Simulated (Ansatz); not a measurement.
ZnMo3: work and stress of cleavage

Method: Ansatz 0.2.0, DFT PBE, scalar-relativistic, plane waves, PAW. Cutoff 420 eV, Γ-centred 12×12×4 k-points, Gaussian smearing of 0.15 eV. No spin polarisation. Energies are free energies at this smearing, counted from the undisturbed cell; pressure is positive in compression.

Reference structure (relaxed at this level; with this scan's settings it stands at 0.1 GPa; it needn't be the usual structure):

```
CELL_PARAMETERS angstrom
0.00000 -3.93388 0.00000
0.00000 0.00000 -3.93388
11.80165 0.00000 0.00000
ATOMIC_POSITIONS crystal
Zn 0.00000 0.00000 0.24998
Zn 0.00000 0.00000 0.58332
Zn 0.00000 0.00000 0.91665
Mo 0.50000 0.50000 0.91665
Mo 0.50000 0.50000 0.24998
Mo 0.50000 0.50000 0.58332
Mo 0.00000 0.50000 0.08332
Mo 0.00000 0.50000 0.41665
Mo 0.00000 0.50000 0.74998
Mo 0.50000 0.00000 0.08332
Mo 0.50000 0.00000 0.41665
Mo 0.50000 0.00000 0.74998
```

The cut lies on the cell's a–b face, a (1 0 0) plane (indices in the standard cell, whose axes needn't be the Cartesian ones shown) of area 15.48 Å², between layers 1.97 Å apart. Vector c is lengthened by d along the normal with the atoms' Cartesian places fixed: one unrelaxed cut a cell. The traction is positive where the two halves pull on each other.

| d (Å) | energy (J/m²) | traction (GPa) |
| --- | --- | --- |
| 0.00 | 0.00 | -0.1 |
| 0.50 | 0.88 | 28.8 |
| 1.00 | 2.40 | 29.0 |
| 2.00 | 4.36 | 10.6 |
| 3.00 | 4.95 | 2.8 |
| 6.00 | 5.13 | 0.0 |

Task: What are the work of separation and the cleavage stress, and do they fit the universal binding curve?

Result: The energy levels off near W ≈ 5.13 J/m² (the traction is down to 0.0 GPa), the energy of the two unrelaxed faces, 2.56 J/m² each on average. The largest sampled traction is 29.0 GPa at d = 1.00 Å, and a parabola through it and its two neighbours peaks at σ_max ≈ 29.7 GPa, d ≈ 0.77 Å. The curve E = W[1 − (1 + d/ℓ)exp(−d/ℓ)] peaks in traction at d = ℓ with σ_max = W/(eℓ); with 1 J/m² per Å = 10 GPa this W and σ_max give ℓ = 0.64 Å. A parabola through that curve at the same three d peaks at 0.37 Å, against 0.77 Å here, so the traction peaks further out than on that curve. Real crystals break at far lower stress, because cracks concentrate it, and on the plane of lowest W, which needn't be this one.

The cut is rigid; relaxing the faces lowers these energies and usually the stresses.

In a metal these slopes depend on the k mesh and the smearing.

Cost: 6 runs of about 17 core-minutes in all, on Intel Xeon Platinum 8375C (Ice Lake) (shared hosts).